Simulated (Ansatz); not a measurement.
**LiRu: stable or not**

It was reached by relaxing an invented guess, and it needn't be the stable form of this composition.

Method: Ansatz, DFT PBE, scalar-relativistic, plane waves, PAW. Cutoff 420 eV, Γ-centred 14×14×14 mesh (4-atom cell), Gaussian smearing of 0.10 eV, no spin polarisation.

```yaml
crystal:
  lattice:
    - [0.00000, 2.94252, 2.94252]
    - [2.94252, 0.00000, 2.94252]
    - [2.94252, 2.94252, 0.00000]
  atoms:
    - { symbol: Li, position: [0.25000, 0.25000, 0.25000] }
    - { symbol: Li, position: [0.00000, 0.00000, 0.00000] }
    - { symbol: Ru, position: [0.75000, 0.75000, 0.75000] }
    - { symbol: Ru, position: [0.50000, 0.50000, 0.50000] }
```

Formation energies are uncorrected and refer to the elements' standard structures at the same level.

**Question.** These tests were run: energy against the elements; phonons on a 2×2×2 q mesh; elastic tensor. What do they show?

**Answer.**

```
                       test                         result
energy against the elements                  +0.10 eV/atom
  phonons on a 2×2×2 q mesh  no imaginary mode on the mesh
             elastic tensor        least eigenvalue 64 GPa
```

It fails one test: energy against the elements. It may still be a metastable minimum.

The run for the phonons used a 14×14×14 k mesh and Fermi–Dirac smearing of 0.15 eV. The run for the elastic tensor used a 14×14×14 k mesh and Fermi–Dirac smearing of 0.15 eV.
